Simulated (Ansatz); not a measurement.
Values for one crystal, relaxed and computed with PBE in the plane-wave PAW code Ansatz; other levels are named.

```yaml
volume_per_atom: 30.05 Å³
band_gap: 0.43 eV (direct)
conduction_band_minimum: at L (4 equivalent valleys)
Formation energy from the elements (no fitted shifts): -0.56 eV/atom
valence_band_maximum: at L
```

Which compound is it?
(A) PbSe, rock salt
(B) LiF, rock salt
(C) KI, rock salt
(D) CaO, rock salt

A, PbSe, rock salt

Space group Fm-3m (rock salt). The cell was relaxed with PBE under the symmetry of its start. The references are the lowest solids computed at this level, not always the standard phases. Spin–orbit coupling is left out wherever it is not named.

Potentials: the later of the program's two PAW sets.
